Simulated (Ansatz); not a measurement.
Given:

VN:
```xyz
2
Lattice="0.0000 2.0583 2.0583 2.0583 0.0000 2.0583 2.0583 2.0583 0.0000" Properties=species:S:1:pos:R:3 pbc="T T T"
V      2.0583     2.0583     2.0583
N      0.0000     0.0000     0.0000
```

This is the PBE-relaxed structure.

**Question.** All from PBE in the plane-wave PAW code Ansatz, unless another level is named. Give the electronic character.

**Answer.** metallic (no gap).

**Question.** Next, the density of states at the Fermi level?

**Answer.** 0.90 states/eV per atom (mean over ±0.08 eV).

**Question.** Next, the formation energy from the elements (no fitted shifts)?

**Answer.** -0.96 eV/atom.

Space group Fm-3m (rock salt). Symmetry was held in the PBE relaxation. The workflow began spin-polarised and lost its moments. The references are the lowest solids computed at this level, not always the standard phases (solids in place of the gases).

Potentials: the later of the program's two PAW sets.
